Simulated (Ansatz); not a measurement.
NaAuO2 in space group Cmcm (No. 63; Na on 4c, Au on 4c, O on 8f) at seven volumes, LDA in the plane-wave PAW code Ansatz, shape and atoms relaxed at each. One row is withheld.

| V (Å³/atom) | P (GPa) |
|---|---|
| 12.529 | 4.98 |
| 12.942 | 2.95 |
| 13.355 | 1.29 |
| 13.768 | 0.00 |
| 14.181 | ? |
| 14.594 | -1.86 |
| 15.007 | -2.49 |

Question: Fit the shown pressures and predict the withheld one.

Answer: P = (3/2)B₀(x^(7/2) − x^(5/2))[1 + (3/4)(B′ − 4)(x − 1)] with x = (V₀/V)^(2/3). Least squares on the six rows gives V₀ = 13.767 Å³/atom, B₀ = 38.7 GPa, B′ = 6.71. At V = 14.181, x = 0.9804 and P = -1.04 GPa. The run itself gave -1.05 GPa.

The first step of the workflow began from a Materials Project structure, measured or hypothetical; the Crystallography Open Database copy checked does not list it. Its standing as an ambient phase is unchecked. Symmetry was held in the LDA relaxation; phonons on a q-mesh show no instability. Spin–orbit coupling is left out wherever it is not named.

Potentials: the later of the program's two PAW sets.
